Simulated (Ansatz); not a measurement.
TaO3:
```cif
data_O3Ta
_chemical_formula_sum 'Ta1 O3'
_space_group_name_H-M_alt 'P 1'
_space_group_IT_number 1
_cell_length_a 3.92543
_cell_length_b 3.92543
_cell_length_c 3.92543
_cell_angle_alpha 90.000
_cell_angle_beta 90.000
_cell_angle_gamma 90.000
loop_
_space_group_symop_operation_xyz
  'x, y, z'
loop_
_atom_site_label
_atom_site_type_symbol
_atom_site_fract_x
_atom_site_fract_y
_atom_site_fract_z
_atom_site_occupancy
Ta1 Ta 0.50000 0.50000 0.50000 1
O1 O 0.00000 0.50000 0.50000 1
O2 O 0.50000 0.00000 0.50000 1
O3 O 0.50000 0.50000 0.00000 1
```
The run is spin-polarised; directions of the spins, atom by atom: 0 ↑ ↑ ↑.

Relaxed with PBEsol.

Which orbitals make up the states near the Fermi level in PBEsol in the plane-wave PAW code Ansatz?

Within 0.5 eV of the Fermi level: O 2p 98 %. Projections are on Löwdin-orthogonalised atomic valence shells; empty p or d shells of many metals are not among them.

Tabulate the density of states.

States/eV per cell of 4 atoms, in 0.25 eV bins, energy from the Fermi level.

| E (eV) | total | O 2p | Ta 5d | Ta 6s |
|---|---|---|---|---|
| -5.55 | 0.00 | 0.00 | 0.00 | 0.00 |
| -5.30 | 2.27 | 1.53 | 0.60 | 0.12 |
| -5.05 | 2.58 | 1.78 | 0.61 | 0.14 |
| -4.80 | 1.72 | 1.22 | 0.36 | 0.08 |
| -4.55 | 1.30 | 0.95 | 0.24 | 0.06 |
| -4.30 | 1.64 | 1.20 | 0.33 | 0.05 |
| -4.05 | 2.14 | 1.54 | 0.49 | 0.03 |
| -3.80 | 2.81 | 2.00 | 0.71 | 0.02 |
| -3.55 | 3.16 | 2.30 | 0.75 | 0.02 |
| -3.30 | 3.15 | 2.32 | 0.72 | 0.02 |
| -3.05 | 3.21 | 2.42 | 0.69 | 0.01 |
| -2.80 | 3.69 | 2.86 | 0.73 | 0.01 |
| -2.55 | 4.45 | 3.50 | 0.83 | 0.01 |
| -2.30 | 3.61 | 2.91 | 0.59 | 0.01 |
| -2.05 | 3.86 | 3.19 | 0.55 | 0.01 |
| -1.80 | 2.24 | 1.91 | 0.25 | 0.01 |
| -1.55 | 2.87 | 2.59 | 0.19 | 0.01 |
| -1.30 | 2.96 | 2.73 | 0.16 | 0.01 |
| -1.05 | 4.17 | 3.93 | 0.16 | 0.01 |
| -0.80 | 5.27 | 5.06 | 0.12 | 0.01 |
| -0.55 | 4.05 | 3.91 | 0.08 | 0.00 |
| -0.30 | 4.70 | 4.60 | 0.05 | 0.00 |
| -0.05 | 2.71 | 2.67 | 0.01 | 0.00 |
| 0.20 | 1.47 | 1.45 | 0.01 | 0.00 |
| 0.45 | 1.34 | 1.33 | 0.00 | 0.00 |
| 0.70 | 0.63 | 0.62 | 0.00 | 0.00 |
| 0.95 | 0.00 | 0.00 | 0.00 | 0.00 |
| 1.20 | 0.00 | 0.00 | 0.00 | 0.00 |
| 1.45 | 0.00 | 0.00 | 0.00 | 0.00 |
| 1.70 | 0.00 | 0.00 | 0.00 | 0.00 |
| 1.95 | 0.00 | 0.00 | 0.00 | 0.00 |
| 2.20 | 0.00 | 0.00 | 0.00 | 0.00 |
| 2.45 | 0.00 | 0.00 | 0.00 | 0.00 |
| 2.70 | 0.00 | 0.00 | 0.00 | 0.00 |
| 2.95 | 0.01 | 0.00 | 0.01 | 0.00 |
| 3.20 | 0.53 | 0.02 | 0.51 | 0.00 |
| 3.45 | 0.71 | 0.05 | 0.65 | 0.00 |
| 3.70 | 0.79 | 0.09 | 0.69 | 0.00 |
| 3.95 | 0.90 | 0.13 | 0.76 | 0.00 |
| 4.20 | 0.99 | 0.17 | 0.80 | 0.00 |
| 4.45 | 1.11 | 0.21 | 0.87 | 0.00 |
| 4.70 | 1.26 | 0.27 | 0.96 | 0.01 |

Space group Pm-3m (ReO3 type). The first step of the workflow began from a Materials Project structure, measured or hypothetical; the Crystallography Open Database copy checked does not list it. Its standing as an ambient phase is unchecked. The PBEsol relaxation kept the symmetry of its start, as lowered by the spin order; its stability against distortions is not shown here. Magnetic state: ferrimagnetic, the only order run, not a proven ground state. The cell computed holds one magnetic atom, so no antiferromagnetic order was within reach. No Hubbard U is applied. Spin–orbit coupling is left out wherever it is not named.

Potentials: the later of the program's two PAW sets.
